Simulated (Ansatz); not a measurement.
A generator proposed this cell of SnBiO2.

```xyz
4
Lattice="3.9958 0.0000 0.0000 0.0000 3.9958 0.0000 0.0000 0.0000 5.7265" Properties=species:S:1:pos:R:3 pbc="T T T"
Sn    1.9979    1.9979    2.8632
Bi    0.0000    0.0000    0.0000
O     0.0000    1.9979    1.3932
O     1.9979    0.0000    4.3333
```

These are results of Ansatz 0.2.0, DFT PBE, scalar-relativistic, plane waves, PAW, not measurements. Plane waves to 420 eV, a k mesh through Γ of 4×4×4 on the computed 4-atom cell and Gaussian smearing (0.10 eV); no spin polarisation.

The zero of energy is the elements' standard structures at the same level (O₂ as a molecule); no fitted shifts are applied. The references include grey tin.

Task: What does a single point on this coarse mesh give?

Result: The pressure is -4.6 GPa (the mean over three directions, positive in compression), the largest force is 0.19 eV/Å, and the energy is −0.63 eV/atom against the elements. The shortest distance is 2.44 Å.

Task: Is it a good guess?

Result: A good one: relaxing gains under 0.1 eV/atom (the start's value is from the coarse mesh, so the gain is rough) in 11 ionic steps and ends at −0.66 eV/atom on the finer mesh. The symmetry stays P-4m2 (No. 115). The volume per atom shrinks by 7.0 %, from 22.9 to 21.3 Å³. The shortest distance goes from 2.44 Å (Bi–O) to 2.38 Å (Bi–O). Conventional cell: a = 3.916 Å, c = 5.545 Å. Sn has 4 O at 2.42 Å; Bi is surrounded by 4 O at 2.38 Å; O has 2 Bi at 2.38 Å and 2 Sn at 2.42 Å.

The last run used a 12×12×8 mesh (in the run's order of axes) for its 4-atom cell and Gaussian smearing of 0.10 eV. These runs have no spin–orbit coupling, which can matter for Bi. An odd number of electrons in the primitive cell allows no gap without spin; a larger cell or a magnetic state could open one. The relaxation can't lower the symmetry of the start, and the grade says only how near the guess is to its own end. A structure relaxed within its symmetry needn't be a true minimum. Another cell of SnBiO2 relaxed alike, in Pmm2, lies 282 meV/atom lower, so this cell isn't the stable form at this level.
